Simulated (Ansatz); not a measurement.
SiW:
```cif
data_SiW
_chemical_formula_sum 'Si1 W1'
_space_group_name_H-M_alt 'P 1'
_space_group_IT_number 1
_cell_length_a 3.52144
_cell_length_b 3.52144
_cell_length_c 3.52144
_cell_angle_alpha 60.000
_cell_angle_beta 60.000
_cell_angle_gamma 60.000
loop_
_space_group_symop_operation_xyz
  'x, y, z'
loop_
_atom_site_label
_atom_site_type_symbol
_atom_site_fract_x
_atom_site_fract_y
_atom_site_fract_z
_atom_site_occupancy
Si1 Si 0.00000 0.00000 0.00000 1
W1 W 0.50000 0.50000 0.50000 1
```

Relaxed with PBEsol.

Question: Decompose the optical modes at the zone centre into irreducible representations, and say which are infrared and Raman allowed.

Answer: Point group m-3m: Γ_opt = T1u. Infrared: T1u. Raman: none.

Question: Assign frequencies (DFPT, the program Ansatz at the PBEsol level (PAW)).

Answer: T1u 351 cm⁻¹.

Space group Fm-3m (rock salt). The cell is a constructed one: a structure type filled with these elements; neither database checked (COD, Materials Project) lists it. Its standing as an ambient phase is unchecked. The PBEsol relaxation kept the symmetry of its start. At this level the phase is mechanically unstable. No spin polarisation was allowed. As this level gives no gap, phonon frequencies hold no LO–TO term and depend on the k-mesh and smearing (Fermi–Dirac, 0.1 eV here). Scalar-relativistic: spin–orbit coupling is off unless named, which matters more the heavier the elements.

Potentials: the later of the program's two PAW sets.
